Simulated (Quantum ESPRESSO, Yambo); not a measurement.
## Levels of theory for the gap of Ba2CaMoO6

Ba2CaMoO6 (space group Fm-3m, No. 225): one geometry, one set of PBEsol (pw.x of Quantum ESPRESSO, ONCV potentials, without SOC) orbitals, self-energies from Yambo (2×2×2 Γ-centred k mesh, bands 2 to 296 and a 8 Ry block in the screening, 296 bands in G with the Bruneval-Gonze terminator, plasmon pole fitted at 27.2 eV).

The geometry is that of Materials Project entry mp-19403, symmetrised and not relaxed again.

```json
[
 {"level": "PBEsol (Quantum ESPRESSO)", "gap Γ → X (eV)": "1.98", "direct gap at X (eV)": "2.03", "rough Yambo cost": "–"},
 {"level": "exchange only (Hartree-Fock self-energy on PBEsol orbitals)", "gap Γ → X (eV)": "12.35", "direct gap at X (eV)": "12.37", "rough Yambo cost": "about 1/10 (6 states)"},
 {"level": "static COHSEX@PBEsol", "gap Γ → X (eV)": "4.15", "direct gap at X (eV)": "4.18", "rough Yambo cost": "within a factor of two (3 states)"},
 {"level": "G0W0@PBEsol, plasmon pole", "gap Γ → X (eV)": "3.44", "direct gap at X (eV)": "3.49", "rough Yambo cost": "1 (6 states)"},
 {"level": "G0W0@PBEsol, multipole fit to 8 frequencies, no terminator", "gap Γ → X (eV)": "3.40", "direct gap at X (eV)": "3.46", "rough Yambo cost": "within a factor of two (3 states)"}
]
```

Bare exchange has no screening and gives the widest gap; static COHSEX screens it but leaves out the frequency dependence, which G0W0 restores.

Costs are rough ratios of core time on shared machines.

Nearest settings tried, and what they do to the gap: 116 bands in G: +34 meV; 142 bands in W: +67 meV; 3 Ry block (113 vectors against 459): +88 meV. Not varied: mesh. So the settings aren't converged at that level. The k mesh is coarse.

Spin-orbit splittings are left out.
